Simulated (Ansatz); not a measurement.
Relaxed candidate structures of Zr$_{2}$Ge:

A. P6mm (No. 183), hP3; a = b = 4.836 Å, c = 2.943 Å, α = β = 90.00°, γ = 120.00°; Ge 1a (0.000, 0.000, 0.784); Zr 2b (0.333, 0.667, 0.142)

B. P6₃/mmc (No. 194), hP6, AFLOW prototype AB2_hP6_194_c_ad (B8_2, as in InNi2); a = 4.856 Å, b = 4.856 Å, c = 5.730 Å, α = 90.00°, β = 90.00°, γ = 120.00°; Ge 2c (0.333, 0.667, 0.250); Zr 2a (0.000, 0.000, 0.000); Zr 2d (0.667, 0.333, 0.250)

C. P-6m2 (No. 187), hP3; a = b = 3.090 Å, c = 7.641 Å, α = β = 90.00°, γ = 120.00°; Ge 1a (0.000, 0.000, 0.000); Zr 2i (0.667, 0.333, 0.299)

Order them by energy per atom (lowest first) at the level r2SCAN (plane waves to 500 eV, PAW, scalar-relativistic; Ansatz, a program for electronic structure).

B (reference, the lowest among the structures calculated here), C (+0.50 eV/atom), A (+0.70 eV/atom)

Each run could gain symmetry but not lose that of its start, so entries can be saddle points. All of these are generated cells (placed on structure types, drawn at random, substituted or restacked) that were not matched to a known phase here. The real structure of this composition may not be among these, and whether this composition forms is not checked here. Static energies at zero pressure. Each cell has its own k-point mesh; energy differences are given only to the digits this allows. No spin polarisation in the result.
